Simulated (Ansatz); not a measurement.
CuCl:
```
CuCl
1.0
    7.22688     0.00000     0.00000
    0.00000     3.73494     0.00000
    0.00000     0.00000     5.51527
Cu Cl
4 4
Direct
  0.12132   0.25000   0.03956
  0.37868   0.75000   0.53956
  0.87868   0.75000   0.96044
  0.62132   0.25000   0.46044
  0.87035   0.25000   0.72925
  0.62965   0.75000   0.22925
  0.12965   0.75000   0.27075
  0.37035   0.25000   0.77075
```

Relaxed with PBEsol. Special points in fractions of this cell's reciprocal vectors: Γ (0.000, 0.000, 0.000); X (0.500, 0.000, 0.000); S (0.500, 0.500, 0.000); Y (0.000, 0.500, 0.000); Z (0.000, 0.000, 0.500); U (0.500, 0.000, 0.500); R (0.500, 0.500, 0.500); T (0.000, 0.500, 0.500).

Task: List the band energies nearest the valence-band maximum at these points for DFT-PBEsol in the program Ansatz with PAW potentials.

Result: In eV from the valence-band maximum; about four levels below and three above (degenerate sets whole), none deeper than 8.9 eV; points with the same levels are listed once.

```
k                    below                above
-  -----------------------  -------------------
Γ   -0.38 -0.36 -0.27 0.00       0.64 3.51 3.68
X  -0.32 -0.32 -0.08 -0.08  1.84 1.84 4.26 4.26
S  -0.99 -0.99 -0.99 -0.99  3.60 3.60 3.60 3.60
Y  -0.90 -0.90 -0.76 -0.76  3.05 3.05 3.25 3.25
Z  -0.34 -0.34 -0.28 -0.28  1.79 1.79 3.74 3.74
U  -0.64 -0.64 -0.30 -0.30  2.42 2.42 3.89 3.89
R  -0.87 -0.87 -0.87 -0.87  3.91 3.91 3.91 3.91
T  -0.76 -0.76 -0.71 -0.71  2.68 2.68 5.05 5.05
```

Space group Pnma. The start of the workflow was typed in or built on a structure type; neither database checked (COD, Materials Project) lists it. It is not the phase usual at ambient conditions (space group No. 216). Symmetry was held in the PBEsol relaxation; of distortions, only those at the zone centre were tested, and some modes there are weakly imaginary. The workflow began spin-polarised and lost its moments.

Potentials: the later of the program's two PAW sets.
